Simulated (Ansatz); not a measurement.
## YbB2Ru3: H interstitial

Computed with the plane-wave PAW code Ansatz (scalar-relativistic, PAW set soft_2): PBEsol, no spin polarisation, 420 eV cutoff, k-mesh 4×4×4 shifted by half a step.

The relaxed host crystal (no gap at this level of theory):

```
Yb B Ru
1.0
     5.45957    0.00000    0.00000
    -2.72978    4.72812    0.00000
     0.00000    0.00000    2.96246
Yb B Ru
1 2 3
Direct
  0.00000 0.00000 0.00000
  0.33333 0.66667 0.00000
  0.66667 0.33333 0.00000
  0.50000 0.00000 0.50000
  0.50000 0.50000 0.50000
  0.00000 0.50000 0.50000
```

Supercell of 18 atoms, rows of the matrix [[-1,0,1],[0,-1,1],[1,1,1]] times the cell vectors; H interstitial at (0.125, 0.250, 0.500) in fractions of the cell above. Atoms are relaxed at the host's cell, from a start shaken by 0.05 Å near the defect.

Task: How does the lattice relax around the defect?

Result: Distances from the added H (Å), by shell of the perfect crystal:

```csv
shell,perfect crystal,"relaxed, charge 0"
2 Ru,1.81,1.72
2 Yb,1.90,2.10
2 B,2.46,2.42
```

```csv
charge,gap of the cell on the mesh (eV)
0,0.00
```

Formation energy of the neutral defect: -0.27 eV, taking atoms from and to the elements' standard states (no corrections for gases), so it belongs to those chemical potentials alone.

A negative value doesn't mean that the atoms enter by themselves: with the elements as reservoirs, compounds of them would form first.

Caveats: 4f shell without a U, which puts 4f levels too near the Fermi level; small supercell, so energies and levels can be off by tenths of an eV; one random start near the defect, so other minima are possible.
